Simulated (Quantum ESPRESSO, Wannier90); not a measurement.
Sn (diamond): Wannier90 run

```yaml
crystal:
  lattice:
    - [0.00000, 3.28498, 3.28498]
    - [3.28498, 0.00000, 3.28498]
    - [3.28498, 3.28498, 0.00000]
  atoms:
    - { symbol: Sn, position: [0.50000, 0.50000, 0.50000] }
    - { symbol: Sn, position: [0.75000, 0.75000, 0.75000] }
```

Structure: Materials Project mp-117, symmetrised, not relaxed again. COD (Crystallography Open Database) has the formula in 5 space groups, this one among them (matched by group alone). Computed values, not measurements, from PBEsol: Quantum ESPRESSO (norm-conserving PseudoDojo potentials, cutoff 58 Ry, no spin polarisation, no spin-orbit coupling) on a Γ-centred 8×8×8 mesh, then Wannier90. Density: 12×12×12 mesh, cold smearing 0.01 Ry. Spin-orbit coupling is left out although heavy elements are present.

Base run: 8 functions from bands 11-25 of the 25 computed, start hydrogen-like Sn: s;p, frozen window up to 1.50 eV relative to the Fermi level, outer window open. One thing is changed at a time; window edges are relative to the Fermi level. The misfit compares interpolated bands with pw.x on a high-symmetry path, for states up to 1.0 eV relative to the Fermi level. Converged means that the tolerances were met: symmetric starts can stop on a saddle, which shows as a larger Ω_OD at equal Ω_I and can move the misfit too.

```json
[
 {"setting": "base", "functions": "8", "frozen to (eV)": "1.50", "Ω_I (Å²)": "15.51", "Ω_D (Å²)": "0.05", "Ω_OD (Å²)": "1.90", "rms misfit (meV)": "5.5", "worst (meV)": "39", "ended": "converged"},
 {"setting": "frozen window to 1.00 eV", "functions": "8", "frozen to (eV)": "1.00", "Ω_I (Å²)": "14.60", "Ω_D (Å²)": "0.04", "Ω_OD (Å²)": "1.88", "rms misfit (meV)": "12", "worst (meV)": "82", "ended": "converged"},
 {"setting": "frozen window to 3.50 eV", "functions": "8", "frozen to (eV)": "3.50", "Ω_I (Å²)": "19.25", "Ω_D (Å²)": "0.14", "Ω_OD (Å²)": "7.76", "rms misfit (meV)": "5.0", "worst (meV)": "27", "ended": "converged"},
 {"setting": "frozen window to -0.50 eV", "functions": "8", "frozen to (eV)": "-0.50", "Ω_I (Å²)": "13.61", "Ω_D (Å²)": "0.02", "Ω_OD (Å²)": "1.92", "rms misfit (meV)": "240", "worst (meV)": "1054", "ended": "converged"},
 {"setting": "no frozen window", "functions": "8", "frozen to (eV)": "none", "Ω_I (Å²)": "12.96", "Ω_D (Å²)": "0.00", "Ω_OD (Å²)": "1.90", "rms misfit (meV)": "396", "worst (meV)": "1524", "ended": "converged"},
 {"setting": "outer window to 9.48 eV", "functions": "8", "frozen to (eV)": "1.50", "Ω_I (Å²)": "19.93", "Ω_D (Å²)": "0.10", "Ω_OD (Å²)": "7.91", "rms misfit (meV)": "2.7", "worst (meV)": "22", "ended": "converged"},
 {"setting": "outer window to 6.48 eV", "functions": "8", "frozen to (eV)": "1.50", "Ω_I (Å²)": "–", "Ω_D (Å²)": "–", "Ω_OD (Å²)": "–", "rms misfit (meV)": "–", "worst (meV)": "–", "ended": "stops: too few bands in the window"}
]
```
